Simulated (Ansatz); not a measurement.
Given:

Ti₆Si₇Ni₁₆:
```cif
data_Ni16Si7Ti6
_chemical_formula_sum 'Ti6 Si7 Ni16'
_space_group_name_H-M_alt 'P 1'
_space_group_IT_number 1
_cell_length_a 7.83866
_cell_length_b 7.83866
_cell_length_c 7.83866
_cell_angle_alpha 60.000
_cell_angle_beta 60.000
_cell_angle_gamma 60.000
loop_
_space_group_symop_operation_xyz
  'x, y, z'
loop_
_atom_site_label
_atom_site_type_symbol
_atom_site_fract_x
_atom_site_fract_y
_atom_site_fract_z
_atom_site_occupancy
Ti1 Ti 0.29784 0.70216 0.29784 1
Ti2 Ti 0.70216 0.29784 0.70216 1
Ti3 Ti 0.29784 0.70216 0.70216 1
Ti4 Ti 0.70216 0.29784 0.29784 1
Ti5 Ti 0.29784 0.29784 0.70216 1
Ti6 Ti 0.70216 0.70216 0.29784 1
Si1 Si 0.00000 0.00000 0.00000 1
Si2 Si 0.50000 0.00000 0.50000 1
Si3 Si 0.00000 0.50000 0.50000 1
Si4 Si 0.00000 0.50000 0.00000 1
Si5 Si 0.50000 0.00000 0.00000 1
Si6 Si 0.50000 0.50000 0.00000 1
Si7 Si 0.00000 0.00000 0.50000 1
Ni1 Ni 0.00170 0.66610 0.66610 1
Ni2 Ni 0.99830 0.33390 0.33390 1
Ni3 Ni 0.33390 0.33390 0.99830 1
Ni4 Ni 0.66610 0.66610 0.00170 1
Ni5 Ni 0.66610 0.00170 0.66610 1
Ni6 Ni 0.33390 0.99830 0.33390 1
Ni7 Ni 0.33390 0.33390 0.33390 1
Ni8 Ni 0.66610 0.66610 0.66610 1
Ni9 Ni 0.64655 0.11782 0.11782 1
Ni10 Ni 0.35345 0.88218 0.88218 1
Ni11 Ni 0.88218 0.88218 0.35345 1
Ni12 Ni 0.11782 0.11782 0.64655 1
Ni13 Ni 0.11782 0.64655 0.11782 1
Ni14 Ni 0.88218 0.35345 0.88218 1
Ni15 Ni 0.88218 0.88218 0.88218 1
Ni16 Ni 0.11782 0.11782 0.11782 1
```

This is the r²SCAN-relaxed structure.

Question: All from plane-wave PAW r²SCAN (Ansatz code), unless another level is named. Predict the electronic character.

Answer: metallic (no gap).

Question: Next, the formation energy from the elements (no fitted shifts)?

Answer: -0.72 eV/atom.

Question: What about the density of states at the Fermi level?

Answer: 0.57 states/eV per atom (mean over ±0.08 eV).

Space group Fm-3m. The workflow started from a Materials Project entry (that database holds measured and hypothetical structures alike); the Crystallography Open Database copy checked does not list it. Its standing as an ambient phase is unchecked. The r²SCAN relaxation kept the symmetry of its start; whether a distortion lowers the energy is not shown. The run is not spin-polarised. The references are the lowest solids computed at this level, not always the standard phases.

Potentials: the later of the program's two PAW sets.
